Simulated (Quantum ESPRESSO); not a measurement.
# NaI: magnetic shieldings

```
CELL_PARAMETERS angstrom
      0.00000     3.21866     3.21866
      3.21866     0.00000     3.21866
      3.21866     3.21866     0.00000
ATOMIC_POSITIONS crystal
  Na 0.00000 0.00000 0.00000
  I  0.50000 0.50000 0.50000
```
The geometry is a computed Materials Project entry, not a measured one. It is NaI in Fm-3m. Stability against distortions was not tested.

Computed: shieldings by PBE GIPAW on JTH datasets (Quantum ESPRESSO, modified build), 30 Ha, k-mesh 5×5×5 shifted, f-sum rule met within 0.004 %.

| site | site symmetry | σ_iso (ppm) |
|---|---|---|
| Na (atom 1) | m-3m | 543 |
| I (atom 2) | m-3m | 4787 |

Shieldings are absolute and leave out the bulk-susceptibility term; a larger σ means a smaller chemical shift. By our sweeps, such settings leave a few ppm in absolute σ on light atoms and up to some 20 ppm from Zn on. Spin–orbit coupling is left out; its weight grows with the heaviest atom, I here. The datasets of Na, I hold no d projectors, which limits absolute σ on these atoms.
